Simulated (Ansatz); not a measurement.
Level of theory: DFT, LDA (PW92), plane waves (420 eV) with PAW, scalar-relativistic in Ansatz. The PAW files were generated under PBE, with cores re-solved for the functional.

An element in the bcc structure gives this curve. The cell is scaled uniformly from the relaxed one, with fractional coordinates and shape fixed. Energies are extrapolated to zero smearing, pressures are those at the given smearing. Magnetic state: spin not included.

| V (Å³/atom) | E − E₀ (meV/atom) | P (GPa) |
| --- | --- | --- |
| 23.423 | 105.0 | 11.93 |
| 24.488 | 42.9 | 7.04 |
| 25.552 | 9.8 | 3.14 |
| 26.617 | -0.1 | 0.03 |
| 27.682 | 8.7 | -2.44 |
| 28.746 | 32.2 | -4.40 |
| 29.811 | 67.3 | -5.94 |

Task: Which element is it?
A. indium
B. bismuth
C. lead
D. tellurium

Result: D. Its fit is V₀ = 26.61 Å³/atom, B₀ = 69 GPa, B₀′ = 4.7.
